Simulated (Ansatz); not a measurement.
Rigid cleavage in As2Se

Theory: DFT PBEsol, scalar-relativistic, plane waves, PAW in Ansatz. Cutoff 420 eV, Γ-centred 10×10×5 k-points, Gaussian smearing of 0.15 eV. No spin polarisation. Energies are free energies at this smearing, counted from the undisturbed cell; pressure is positive in compression.

Reference structure (relaxed at this level; with this scan's settings it stands at 0.1 GPa; it needn't be the usual structure):

```yaml
crystal:
  lattice:
    - [0.00000, 0.00000, -5.23128]
    - [-3.46999, -3.46999, -2.61564]
    - [-6.93998, 6.93998, 0.00000]
  atoms:
    - { symbol: As, position: [0.75000, 0.25000, 0.81250] }
    - { symbol: As, position: [0.25000, 0.25000, 0.31250] }
    - { symbol: As, position: [0.50000, 0.75000, 0.56250] }
    - { symbol: As, position: [0.00000, 0.75000, 0.06250] }
    - { symbol: As, position: [0.50000, 0.25000, 0.56250] }
    - { symbol: As, position: [0.00000, 0.25000, 0.06250] }
    - { symbol: As, position: [0.25000, 0.75000, 0.81250] }
    - { symbol: As, position: [0.75000, 0.75000, 0.31250] }
    - { symbol: Se, position: [0.00000, 0.00000, 0.43750] }
    - { symbol: Se, position: [0.50000, 0.00000, 0.93750] }
    - { symbol: Se, position: [0.50000, 0.50000, 0.18750] }
    - { symbol: Se, position: [0.00000, 0.50000, 0.68750] }
```

The cut lies on the cell's a–b face, a (-1 1 0) plane (indices in the standard cell, whose axes needn't be the Cartesian ones shown) of area 25.67 Å², between layers 1.23 Å apart. Vector c is lengthened by d along the normal with the atoms' Cartesian places fixed: one unrelaxed cut a cell. The cell is metallic on the mesh throughout.

| d (Å) | energy (J/m²) |
| --- | --- |
| 0.00 | 0.00 |
| 0.50 | 0.31 |
| 1.00 | 0.75 |
| 3.00 | 1.38 |

Question: Predict the traction dE/dd (GPa) at each point.

Answer:
```
d (Å) traction dE/dd (GPa)
 0.00                   0.1
 0.50                   9.2
 1.00                   7.7
 3.00                   0.6
```

Cost: 4 runs of about 29 core-minutes in all, on Arm Neoverse V1 (shared hosts).